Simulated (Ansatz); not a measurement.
The numbers come from plane-wave PAW DFT (Ansatz): LDA, no spin polarisation, 420 eV, 5×9×4 Γ-centred k points, fermi-dirac occupations (width 0.0268 eV). Nothing was relaxed.

Computed maps in the lattice plane spanned by a (left to right, 6.96 Å, 21 points from zero) and c (bottom to top, 9.44 Å, 26 points from zero), 90° apart, at height 0.250 along b. The fields are smooth PAW ones with compensation charges, not the true ones near nuclei.

Valence density. Digits on a logarithmic scale: 0 up to 0.03 e/Å³, each further digit a factor of 1.6, 9 from 1.3 e/Å³ up:
```
444554445788755555444
445665557999965444444
557887668999975444444
569999768999975544444
579999766899876654444
679999755567788765445
677887654456899986556
997665544456899997679
999654444456899987799
999644444445678866799
998544444444556655699
876555544444445544568
555667665444555544445
455799976555788754334
456899996568999974333
346899996669999985333
345799976569999985333
345667665557999964333
445666554445677654433
467776543334556655444
689998543334456776555
799999643334568998665
899999643334579999766
699998543334579999765
568876443344568998655
445554444455556666544
```

ELF. Ten even steps from '0' (0.00) to '9' (0.98):
```
222222221122124554433
344333321477312333333
443323422699511233333
542001332488313433333
541000342122235543334
443002342113443344323
234433443345410034321
222455432344300024312
962234333344310034227
982123333334332333139
851123333333433332126
211345544322222222111
123444445421111112211
234421234421455211222
234300024414777731221
234300024426724751111
134321234326735741111
124444333213777621111
112234322111233211111
113332111111123443211
257774111112344433331
376376211112443113342
375167211112431001342
267775112223431001352
125541122222443113453
211111222111244444543
```

**Question.** The cell is NbCoGe$_{2}$. Which atoms lie within 0.2 Å of this plane, and where (fractions of a and c)?

**Answer.** Nb at (0.14, 0.13), Nb at (0.64, 0.37), Ge at (0.17, 0.81), Ge at (0.67, 0.69), Ge at (0.24, 0.40), Ge at (0.74, 0.10), Co at (0.99, 0.62), Co at (0.49, 0.88). The whole cell:
```xyz
16
Lattice="6.9631 0.0000 0.0000 0.0000 3.5948 0.0000 0.0000 0.0000 9.4439" Properties=species:S:1:pos:R:3 pbc="T T T"
Nb    0.9400    0.8987    1.2277
Nb    2.5415    2.6961    5.9496
Nb    4.4215    0.8987    3.4942
Nb    6.0231    2.6961    8.2162
Ge    1.1837    0.8987    7.6307
Ge    2.2978    2.6961    2.9087
Ge    4.6653    0.8987    6.5352
Ge    5.7793    2.6961    1.8132
Ge    1.6851    0.8987    3.8153
Ge    1.7965    2.6961    8.5373
Ge    5.1666    0.8987    0.9066
Ge    5.2780    2.6961    5.6286
Co    6.9282    0.8987    5.8552
Co    3.5163    2.6961    1.1333
Co    3.4467    0.8987    8.3106
Co    0.0348    2.6961    3.5887
```

Origin: a known structure type with other elements, at an estimated volume, so it need not be a known compound. Caveats: no spin polarisation, so a magnetic state may lie lower; atoms or cell far from equilibrium.
